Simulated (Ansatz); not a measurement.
Input file for Ansatz (a quantum-chemistry and plane-wave program):

Ansatz 0.2 input:
```yaml
crystal:
  lattice:
    - [0.0, 2.517046317, 2.517046317]
    - [2.517046317, 0.0, 2.517046317]
    - [2.517046317, 2.517046317, 0.0]
  atoms:
    - { symbol: Sn, position: [0.0, 0.0, 0.0] }
    - { symbol: C, position: [0.25, 0.25, 0.25] }
kpoints:
  mp_grid: { grid: [8, 8, 8] }
basis: { xc_grid: 2 }
hamiltonian:
  xc: pbesol
  pseudopotentials: { kind: paw }
scf:
  occupations: { method: fixed }
output:
  optics: { e_range: [0.0, 15.0], de: 0.05, sigma: 0.1, bands: { spectra_wanted_up_to: 12 eV } }
```

Output (shortened):

```
output.optics: the spectra are integrated over the Brillouin zone by k·p interpolation around the k-points, where levels, occupations, output.optics.sigma and …
Pseudopotential: Sn, paw, valence charge 14
Pseudopotential: C, paw, valence charge 4
Functional definition: PBEsol
Crystal: 2 atoms, lattice volume = 31.894 Å³
Basis set: ecut = 420 eV, 609 PW (Γ), exchange–correlation on 48×48×48 points (8 copies of the dense FFT grid, shifted against one another)
Bands: 13, of which v1, the nominal top of the filled ones, is band 9 counted from 1 (8 counted from 0)
Symmetry: 24 space group operations
Space group: F-43m (ITA 216), of the structure as read, at distance tolerance 3.2e-5 Å
k-points: 29 of 512 (time reversal used)
SCF iter   1: F=—  HF=-6194.929499 eV  |F-HF|=—  |Δ(HF+E_count)|=         —  Δρ=1.09e-2  dr2=5.04e-2  ethr=1.77e-3  ⟨swp⟩=4.9  Hψ=1876  notcnv=0  defer=51
preconditioner: auto → none
SCF iter   2: F=—  HF=-6194.917126 eV  |F-HF|=—  |Δ(HF+E_count)|=   1.24e-2  Δρ=4.82e-3  dr2=8.73e-3  ethr=2.80e-4  ⟨swp⟩=2.2  Hψ=736  notcnv=0  defer=55
SCF iter   3: F=—  HF=-6194.914513 eV  |F-HF|=—  |Δ(HF+E_count)|=   2.61e-3  Δρ=9.81e-4  dr2=1.85e-4  ethr=4.85e-5  ⟨swp⟩=2.0  Hψ=534  notcnv=0  defer=55
SCF iter   4: F=—  HF=-6194.914483 eV  |F-HF|=—  |Δ(HF+E_count)|=   2.96e-5  Δρ=2.16e-4  dr2=6.22e-6  ethr=1.03e-6  ⟨swp⟩=2.1  Hψ=680  notcnv=0  defer=52
SCF iter   5: F=—  HF=-6194.914487 eV  |F-HF|=—  |Δ(HF+E_count)|=   4.29e-6  Δρ=7.29e-5  dr2=1.49e-6  ethr=3.45e-8  ⟨swp⟩=2.0  Hψ=638  notcnv=0  defer=2
SCF iter   6: F=—  HF=-6194.914489 eV  |F-HF|=—  |Δ(HF+E_count)|=   1.61e-6  Δρ=1.53e-5  dr2=6.51e-8  ethr=8.29e-9  ⟨swp⟩=2.8  Hψ=610  notcnv=0
SCF iter   7: F=—  HF=-6194.914489 eV  |F-HF|=—  |Δ(HF+E_count)|=   3.38e-8  Δρ=8.33e-7  dr2=9.36e-11  ethr=3.61e-10  ⟨swp⟩=2.1  Hψ=628  notcnv=0
SCF iter   8: F=-6194.914489 eV  HF=-6194.914489 eV  |F-HF|=9.09e-13  |Δ(HF+E_count)|=  4.09e-11  Δρ=1.17e-7  dr2=2.67e-12  ethr=1.00e-12  ⟨swp⟩=4.5  Hψ=1466  notcnv=0
SCF 1 converged in 8 iterations: F = -6194.914489 eV  dr2 = 2.67e-12
NSCF: frozen V_eff on 29 k-points
Optics k sum: 0 of 29 k-points
Optics k sum: 2 of 29 k-points
Optics k sum: 3 of 29 k-points
Optics k sum: 5 of 29 k-points
Optics k sum: 6 of 29 k-points
Optics k sum: 8 of 29 k-points
Optics k sum: 9 of 29 k-points
Optics k sum: 11 of 29 k-points
Optics k sum: 12 of 29 k-points
Optics k sum: 14 of 29 k-points
Optics k sum: 15 of 29 k-points
Optics k sum: 16 of 29 k-points
Optics k sum: 18 of 29 k-points
Optics k sum: 19 of 29 k-points
Optics k sum: 21 of 29 k-points
Optics k sum: 22 of 29 k-points
Optics k sum: 24 of 29 k-points
Optics k sum: 25 of 29 k-points
Optics k sum: 27 of 29 k-points
Optics k sum: 28 of 29 k-points
Optics k sum: 29 of 29 k-points
Optics k sum: 0 of 29 k-points
Optics k sum: 2 of 29 k-points
Optics k sum: 3 of 29 k-points
Optics k sum: 5 of 29 k-points
Optics k sum: 6 of 29 k-points
Optics k sum: 8 of 29 k-points
Optics k sum: 9 of 29 k-points
Optics k sum: 11 of 29 k-points
Optics k sum: 12 of 29 k-points
Optics k sum: 14 of 29 k-points
Optics k sum: 15 of 29 k-points
Optics k sum: 16 of 29 k-points
Optics k sum: 18 of 29 k-points
Optics k sum: 19 of 29 k-points
Optics k sum: 21 of 29 k-points
Optics k sum: 22 of 29 k-points
Optics k sum: 24 of 29 k-points
Optics k sum: 25 of 29 k-points
Optics k sum: 27 of 29 k-points
Optics k sum: 28 of 29 k-points
Optics k sum: 29 of 29 k-points
output.optics: what the bands over the 20 summed would add to eps1, eps2 and the energy-loss function is held between a lower and an upper bound (7 Lanczos …
SCF converged after 8 iterations
Free energy (F): -6194.914489 eV
Harris-Foulkes:  -6194.914489 eV  (|F-HF|=9.09e-13)
Internal energy: -6194.914489 eV  (E = F + TS)
E sigma→0 (E₀):  -6194.914489 eV
Fermi energy:    10.946524 eV
--- Per-component energies (eV) ---
  E_band       = -57.003599
  E_kinetic    = 275.461328
  E_local      = -911.737378  (includes V_loc(G=0)·N_el)
  E_nonlocal   = -2.485796
  E_hartree    = 552.707130
  E_xc         = -425.483107
  E_vxc        = -154.818694  (∫ρ·V_xc dr)
  E_paw        = -4165.072014  (= ΣΔE_a)
  E_vpaw       = -368.837274  (= ΣTr[D̂ρ^β])
  E_aug_tail   = 0.000006  (compensation charges beyond the density's cutoff)
  E_ewald      = -1518.610597
  E_core_change = 0.305940  (= ΣΔE_core)
  E_smearing   =  0.000000  (= −TS)
  E_closure    =  0.000000  (closes the sum)
  Σ components = -6194.914489   (vs F -6194.914489, Δ=0.00e0)
  [band-id]    e_kinetic+e_local+e_nonlocal+2·e_hartree+e_vxc+e_vpaw+e_augmentation_tail = -57.003549   (vs E_band -57.003599, Δ=4.95e-5)
--- Band table (eV; the first three rows and the last of 29) ---
  k-point 0: bands = ["-10.1000", "-10.1000", "-10.1000", "-9.9479", "-9.9479", "-2.9619", "10.9465", "10.9465", "10.9465", "11.7226", "16.8640", "16.8640", "16.8640"]
  k-point 1: bands = ["-10.1043", "-10.0890", "-10.0890", "-9.9479", "-9.9479", "-2.7136", "9.2159", "10.7222", "10.7222", "12.7405", "16.5790", "17.1579", "17.1579"]
  k-point 2: bands = ["-10.1159", "-10.0682", "-10.0682", "-9.9416", "-9.9416", "-1.9856", "6.7770", "10.2631", "10.2631", "13.2001", "16.7533", "17.5388", "17.5388"]
  k-point 28: bands = ["-10.1427", "-10.0276", "-9.9988", "-9.9389", "-9.9265", "1.2522", "3.7847", "6.7422", "6.9395", "15.2028", "16.5539", "17.7391", "19.0940"]
```

Cost: about 8 core-seconds (a rough figure) on shared cores.

The start of the workflow was typed in or built on a structure type; neither database checked (COD, Materials Project) lists it. Its standing as an ambient phase is unchecked. Symmetry was held in the PBEsol relaxation; whether a distortion lowers the energy is not shown. Its formation energy is positive at this level, so the cell may be metastable or incomplete. Scalar-relativistic: spin–orbit coupling is off unless named, which matters more the heavier the elements.

Potentials: the later of the program's two PAW sets.

Ansatz is a plane-wave DFT program.
